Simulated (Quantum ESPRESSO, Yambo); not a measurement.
## Quasiparticle gap of MgS$_{2}$ at -3 % isotropic strain

```
CELL_PARAMETERS angstrom
      3.31049    -1.90741    -0.00931
      3.31049     1.90741    -0.00931
     -2.19218     0.00000     4.40818
ATOMIC_POSITIONS crystal
  Mg 0.50000 0.50000 0.50000
  S  0.92182 0.92182 0.76686
  S  0.07818 0.07818 0.23314
```

The PBEsol cell relaxed from Materials Project entry mp-1185959 was given an isotropic strain of -3 % on all lattice vectors, and the atoms were relaxed again.

Starting point: norm-conserving PBEsol (Quantum ESPRESSO, 84 Ry, scalar-relativistic). G0W0 in Yambo: 4×4×4 Γ-centred k mesh, bands 5 to 139 and a 10 Ry block in the screening, 139 bands in G with the Bruneval-Gonze terminator, plasmon pole fitted at 27.2 eV.

```json
{
  "PBEsol gap along the band path": "1.14 eV",
  "PBEsol gap between the mesh's edge points ((0.25, 0.25, 0.25) → (0, 0, -0.5))": "1.18 eV",
  "G0W0 gap between the same points": "2.74 eV",
  "PBEsol smallest direct gap on the mesh (at (0, 0, -0.5))": "1.24 eV",
  "G0W0 direct gap at that point": "2.77 eV"
}
```

| k point | band | E PBEsol (eV) | E QP (eV) | shift (eV) | Z |
|---|---|---|---|---|---|
| Γ | VB | -1.08 | -2.14 | -1.07 | 0.78 |
| Γ | CB | 2.83 | 3.30 | 0.47 | 0.79 |
| (0, 0, -0.5) | VB | -0.05 | -1.08 | -1.03 | 0.78 |
| (0, 0, -0.5) | CB | 1.18 | 1.69 | 0.51 | 0.79 |
| (0.25, 0.25, 0.25) | VB | 0.00 | -1.05 | -1.05 | 0.78 |
| (0.25, 0.25, 0.25) | CB | 1.73 | 2.21 | 0.49 | 0.79 |

Energies count from the PBEsol valence-band maximum.

Convergence of the G0W0 settings was not tested.

The structure is a Materials Project entry; no match was found in the copy of COD used, and its stability was not checked.
